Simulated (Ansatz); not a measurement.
Cu (fcc, Cu type)

```
Cu
1.0
    0.00000     1.78838     1.78838
    1.78838     0.00000     1.78838
    1.78838     1.78838     0.00000
Cu
1
Cartesian
  0.00000   0.00000   0.00000
```

The slice is a {110} plane (indices of the conventional cell) through the point (0.000, 0.000, 0.000) (fractional), spanned by u = [100] and v = [1 -1 -1] in vectors of this cell: u (2.53 Å) and v (3.58 Å, at 90° to u). It covers one period; positions are fractions (u, v).

Level of theory: r2SCAN (plane waves to 500 eV, PAW, scalar-relativistic; Ansatz, an electronic-structure program). k mesh 22×22×22. Near the nuclei the fields are pseudised (PAW); where an atom keeps semicore shells as valence, they peak there. Cu is run without spin polarisation. Cu was relaxed with its symmetry unable to fall.

What is the ELF at the midpoint of the shortest Cu–Cu line in this plane (2.53 Å)?

0.22.

What is the valence density on the shortest Cu–Cu line in this plane (2.53 Å), at its midpoint?

0.28 e/Å³.

Predict the map of the electron localisation function (ELF) on the slice.


```
|xxxxxxxx88331100002233220000113399xxxxxx|
|xxxxxxxx66331100002244220000113366xxxxxx|
|xxxxxx774422000011335533110000224477xxxx|
|9988664422110000225566552200001122446688|
|4444332211000011446677664411000011223344|
|1111110000001133557788775533110000001111|
|0000000000113355778888887755331100000000|
|0000000011335566778888887766553311000000|
|1111112233556677777777777777665533221111|
|3333334455666666666666666666666655443333|
|4444555555665555555555555555556655555544|
|5555555555555544444444444444555555555555|
|5555555555554444333333333344445555555555|
|5555555555444444333333333344444455555555|
|5555555555554444333333333344445555555555|
|5555555555555544444444444444555555555555|
|4444555555665555555555555555556655555544|
|3333334455666666666666666666666655443333|
|1111112233556677777777777777665533221111|
|0000000011335566778888887766553311000000|
|0000000000113355778888887755331100000000|
|1111110000001133557788775533110000001111|
|4444332211000011446677664411000011223344|
|9988664422110000225566552200001122446688|
|xxxxxx774422000011335533110000224477xxxx|
|xxxxxxxx66331100002244220000113366xxxxxx|
|xxxxxxxx99331100002233220000113388xxxxxx|
|xxxxxxxx99441100002233220000114499xxxxxx|
```
Scale: ten equal steps from 0.15 (start of '0') to 0.35 (end of '9'), in the order '0123456789'. Values: electron localisation function (ELF). The map has 20 points along u (two characters each, u = 0 at the left) and 28 along v (v = 0 in the bottom row). Points within 0.5 Å of a nucleus are blanked (x), as the pseudised field means little there.
